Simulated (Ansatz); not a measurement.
**ZrB₂ in Ansatz, vacancy hop by nudged elastic band**

The input file (Ansatz 0.2.0, plane waves):

```yaml
crystal:
  lattice:
    - [3.194982, 5.533868, 0.0]
    - [-3.194982, 5.533868, 0.0]
    - [0.0, 0.0, 7.121684]
  atoms:
    - { symbol: Zr, position: [-0.00256814, 0.00290802, 0.00319246] }
    - { symbol: B, position: [0.16717782, 0.17046635, 0.25241979] }
    - { symbol: B, position: [0.33323719, 0.32997263, 0.25434781] }
    - { symbol: Zr, position: [-0.00459683, 0.0028485, 0.50169371] }
    - { symbol: B, position: [0.16601543, 0.16370739, 0.75208849] }
    - { symbol: B, position: [0.33382365, 0.33342422, 0.74665776] }
    - { symbol: Zr, position: [0.00177023, 0.50148941, 0.00025745] }
    - { symbol: B, position: [0.16323365, 0.67293742, 0.24914159] }
    - { symbol: B, position: [0.33183116, 0.8332319, 0.24926089] }
    - { symbol: Zr, position: [-0.0010664, 0.50722453, 0.5018451] }
    - { symbol: B, position: [0.1663994, 0.66890822, 0.74635233] }
    - { symbol: B, position: [0.33265339, 0.83393184, 0.74829711] }
    - { symbol: Zr, position: [0.49311359, 0.00534004, 0.00090665] }
    - { symbol: B, position: [0.66831969, 0.16612478, 0.24915236] }
    - { symbol: B, position: [0.82857209, 0.336938, 0.24650784] }
    - { symbol: Zr, position: [0.49590693, 0.00629215, 0.50229177] }
    - { symbol: B, position: [0.66625372, 0.16585805, 0.75070114] }
    - { symbol: B, position: [0.83022852, 0.32770025, 0.74741083] }
    - { symbol: Zr, position: [0.50065449, 0.49926217, -0.00361401] }
    - { symbol: B, position: [0.66580984, 0.67015163, 0.24772747] }
    - { symbol: B, position: [0.83432559, 0.83171856, 0.24811739] }
    - { symbol: Zr, position: [0.49925772, 0.50312981, 0.5007198] }
    - { symbol: B, position: [0.83581158, 0.83229369, 0.75100482] }
kpoints:
  mp_grid: { grid: [3, 3, 2] }
magnetization:
  spin_polarized: false
scf:
  occupations: { method: cold, width: 0.15 }
hamiltonian:
  pseudopotentials: { kind: paw }
  xc: pbe
basis:
  ecutwfc: 420
neb:
  images: 3
  relax_end_points: true
  climbing: true
  f_tol: 0.1
  max_iterations: 40
  order_check: false
  final_atoms:
    - { symbol: Zr, position: [-0.00256814, 0.00290802, 0.00319246] }
    - { symbol: B, position: [0.16717782, 0.17046635, 0.25241979] }
    - { symbol: B, position: [0.33323719, 0.32997263, 0.25434781] }
    - { symbol: Zr, position: [-0.00459683, 0.0028485, 0.50169371] }
    - { symbol: B, position: [0.16601543, 0.16370739, 0.75208849] }
    - { symbol: B, position: [0.33382365, 0.33342422, 0.74665776] }
    - { symbol: Zr, position: [0.00177023, 0.50148941, 0.00025745] }
    - { symbol: B, position: [0.16323365, 0.67293742, 0.24914159] }
    - { symbol: B, position: [0.33183116, 0.8332319, 0.24926089] }
    - { symbol: Zr, position: [-0.0010664, 0.50722453, 0.5018451] }
    - { symbol: B, position: [0.1663994, 0.66890822, 0.74635233] }
    - { symbol: B, position: [0.67166708, 0.66951753, 0.74956721] }
    - { symbol: Zr, position: [0.49311359, 0.00534004, 0.00090665] }
    - { symbol: B, position: [0.66831969, 0.16612478, 0.24915236] }
    - { symbol: B, position: [0.82857209, 0.336938, 0.24650784] }
    - { symbol: Zr, position: [0.49590693, 0.00629215, 0.50229177] }
    - { symbol: B, position: [0.66625372, 0.16585805, 0.75070114] }
    - { symbol: B, position: [0.83022852, 0.32770025, 0.74741083] }
    - { symbol: Zr, position: [0.50065449, 0.49926217, -0.00361401] }
    - { symbol: B, position: [0.66580984, 0.67015163, 0.24772747] }
    - { symbol: B, position: [0.83432559, 0.83171856, 0.24811739] }
    - { symbol: Zr, position: [0.49925772, 0.50312981, 0.5007198] }
    - { symbol: B, position: [0.83581158, 0.83229369, 0.75100482] }
```

Run with:

```bash
ansatz run input.yaml --threads 4 --pin off --max-ram 8192MiB --backend cpu --events-out ev --progress --plain --runs-dir out
```

Origin of the cell: a database entry, scaled a little.

The cell is 2×2×2 cells of ZrB2 with one B taken out; atom 12 (B) hops into the empty site, 1.88 Å away before the end points are relaxed. All atoms were shaken by about 0.02 Å first.

Output (shortened):

```
SCF iter   1: F=—  HF=-35829.628665 eV  Δρ=3.43e-3  dr2=7.04e-2
SCF iter   2: F=—  HF=-35829.617691 eV  S|Δr|=    0.00e0  Δρ=2.04e-3  dr2=2.48e-2
SCF iter   3: F=—  HF=-35829.613908 eV  S|Δr|=    0.00e0  Δρ=3.63e-4  dr2=8.49e-4
SCF iter   4: F=—  HF=-35829.613741 eV  S|Δr|=    0.00e0  Δρ=1.12e-4  dr2=4.10e-5
SCF iter   5: F=—  HF=-35829.613796 eV  S|Δr|=    0.00e0  Δρ=3.18e-5  dr2=4.75e-6
SCF iter   6: F=—  HF=-35829.613795 eV  S|Δr|=    0.00e0  Δρ=6.05e-6  dr2=1.32e-7
SCF iter   7: F=-35829.613795 eV  HF=-35829.613795 eV  S|Δr|=    0.00e0  Δρ=1.48e-6  dr2=9.97e-9
NEB iter   1: max|band force component| = 7.986e-1 eV/Å  barrier→ = 1.7187 eV  barrier← = 1.7187 eV  Δτ_max = 0.1004 Å  (36 SCF iters)
NEB iter   2: max|band force component| = 9.946e-1 eV/Å  barrier→ = 1.6834 eV  barrier← = 1.6834 eV  Δτ_max = 0.0502 Å  (21 SCF iters)
NEB iter   3: max|band force component| = 2.415e-1 eV/Å  barrier→ = 1.5425 eV  barrier← = 1.5425 eV  CI = image 2  Δτ_max = 0.0156 Å  (21 SCF iters)
NEB iter   4: max|band force component| = 9.856e-2 eV/Å  barrier→ = 1.5272 eV  barrier← = 1.5272 eV  CI = image 2  Δτ_max = 0.0062 Å  (18 SCF iters)
NEB iter   5: max|band force component| = 1.016e-1 eV/Å  barrier→ = 1.5245 eV  barrier← = 1.5245 eV  CI = image 2  Δτ_max = 0.0063 Å  (5 SCF iters)
NEB iter   6: max|band force component| = 3.166e-2 eV/Å  barrier→ = 1.5238 eV  barrier← = 1.5238 eV  CI = image 2  Δτ_max = 0.0000 Å  (15 SCF iters)
--- NEB band (5 images, 6 band iterations, 116 SCF iterations, 42 more in tests of the images' electronic states and relaxations of end points) ---
  forward barrier  = 1.523780 eV
  backward barrier = 1.523811 eV
  lagrangian_above_aufbau_ev (what the smearing adds, to first order; not taken off the barriers): saddle image -0.001517 eV, end points +0.017515 and +0.017347 eV
  climbing image's point = of an order that was not read
  energies are F+E_penalty+E_count in eV, relative to image 0
  image     s (Å)  Δ vs image 0  max|band force component| (eV/Å)
      0    0.0000      0.000000                                 —
      1    0.5066      0.822443                          3.166e-2
  *   2    1.0133      1.523780                          5.201e-3
      3    1.5204      0.821304                          3.162e-2
      4    2.0275     -0.000031                                 —
```

The converged band:

| image | path over all atoms (Å) | ΔF (eV) | B x | y | z (Å) |
| --- | --- | --- | --- | --- | --- |
| 0 | 0.00 | 0.000 | -1.67 | 6.42 | 5.34 |
| 1 | 0.51 | 0.822 | -1.24 | 6.67 | 5.34 |
| 2 | 1.01 | 1.524 | -0.81 | 6.92 | 5.34 |
| 3 | 1.52 | 0.821 | -0.37 | 7.17 | 5.34 |
| 4 | 2.03 | 0.000 | 0.06 | 7.42 | 5.34 |

Highest image (2), forces in eV/Å:

```xyz
23
Lattice="3.195 5.534 0.000 -3.195 5.534 0.000 0.000 0.000 7.122" Properties=species:S:1:pos:R:3:forces:R:3 pbc="T T T" image=2
Zr    0.003    0.008   -0.011    0.000    0.000    0.000
B    -0.018    1.844    1.780   -0.004    0.000    0.000
B    -0.027    3.681    1.780    0.003    0.002    0.000
Zr    0.003    0.008    3.570    0.001    0.001    0.000
B    -0.085    1.905    5.340    0.001    0.001    0.000
B    -0.018    3.686    5.340   -0.001    0.000    0.000
Zr   -1.616    2.763   -0.011   -0.001    0.000    0.000
B    -1.613    4.606    1.780   -0.002   -0.003    0.000
B    -1.607    6.458    1.780    0.005    0.003    0.000
Zr   -1.616    2.763    3.570   -0.001   -0.001    0.000
B    -1.594    4.518    5.340    0.001    0.001    0.000
B    -0.807    6.920    5.340    0.000    0.000    0.000
Zr    1.576    2.792    0.017    0.000    0.001    0.001
B     1.608    4.625    1.780   -0.003   -0.002    0.000
B     1.600    6.461    1.780    0.004    0.000    0.000
Zr    1.576    2.792    3.542    0.000    0.000   -0.001
B     1.600    4.620    5.340    0.001    0.001    0.000
B     1.666    6.401    5.340   -0.001   -0.001    0.000
Zr    0.005    5.514    0.017    0.001    0.000    0.001
B    -0.007    7.382    1.780   -0.005   -0.003    0.000
B    -0.001    9.233    1.780    0.002    0.003    0.000
Zr    0.005    5.514    3.542    0.000    0.000   -0.001
B    -0.020    9.321    5.340   -0.001   -0.001    0.000
```

Barrier of this path: 1.52 eV forwards, 1.52 eV backwards, after 6 band iterations.

Caveats: no moments, though an odd count or open d shells may carry them; the k mesh is coarse if the cell is a metal; a small cell with a neutral vacancy and no spin, whose shape can make like sites unlike; the cell is held at a rescaled volume, and strain moves barriers; the hop was drawn among near neighbours and need not be the easiest path; few images and a loose tolerance, and neither the top nor the ends were tested for their order.

The run took 2.6 min on 4 threads of Arm Neoverse V2, on a shared host, peak memory 1.5 GiB, from the program's own first density.
